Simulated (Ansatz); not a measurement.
**Computed properties of ZnAg**

ZnAg:
```yaml
crystal:
  lattice:
    - [2.82013, 0.00000, 0.00000]
    - [-1.41006, 2.44230, 0.00000]
    - [0.00000, 0.00000, 4.28795]
  atoms:
    - { symbol: Zn, position: [0.00000, 0.00000, 0.00000] }
    - { symbol: Ag, position: [0.33333, 0.66667, 0.50000] }
```

Space group P-6m2 (No. 187); conventional cell a = 2.820 Å, b = 2.820 Å, c = 4.288 Å, α = 90.00°, β = 90.00°, γ = 120.00°.

Method: plane-wave PAW LDA (Ansatz code). The cell and atoms are relaxed at this level. Other levels are named where they apply.

**Cell and energy**

- Volume per atom: 14.77 Å³
- Density: 9.74 g/cm³
- Formation energy from the elements (no fitted shifts): -0.058 eV/atom

**Electronic structure**

- Electronic character = metallic (no gap)
- Density of states at the Fermi level = 0.31 states/eV per atom (mean over ±0.08 eV)

**Mechanics**

Bulk modulus (Birch–Murnaghan fit): 124 GPa
Pressure derivative B′: 5.6
Elastic constants (relaxed ions, GPa): C11 = 163, C12 = 104, C13 = 97.4, C33 = 216, C44 = 45.9
Mechanical stability: stable (all eigenvalues of C positive)
Hill bulk and shear moduli: 126 and 39.3 GPa
Young's modulus: 107 GPa
Poisson's ratio: 0.36
Debye temperature from the elastic constants: 274 K

**Phonons**

* **Highest zone-centre frequency**: 211 cm⁻¹
* **Zone-centre stability**: no imaginary mode at Γ

The workflow started from a Materials Project entry (that database holds measured and hypothetical structures alike); the Crystallography Open Database copy checked does not list it. COD files the formula under space group No. 221. With Zn and Ag taken as one species the cell has the higher symmetry P6_3/mmc, so it may be an ordered model of a mixed-site phase. Its standing as an ambient phase is unchecked. The LDA relaxation kept the symmetry of its start. The run is not spin-polarised. As this level gives no gap, shear constants depend on the k-mesh and smearing (Fermi–Dirac, 0.1 eV here). As this level gives no gap, phonon frequencies hold no LO–TO term and depend on the k-mesh and smearing (Fermi–Dirac, 0.1 eV here). Axis ratios of metals converge slowly with the k-mesh, so a and c are less sure than the volume. On the denser mesh and wider smearing of the elastic run this cell carries a stress of 0.4 GPa. The references are the lowest solids computed at this level, not always the standard phases. Scalar-relativistic: spin–orbit coupling is off unless named, which matters more the heavier the elements.

Potentials: the later of the program's two PAW sets.
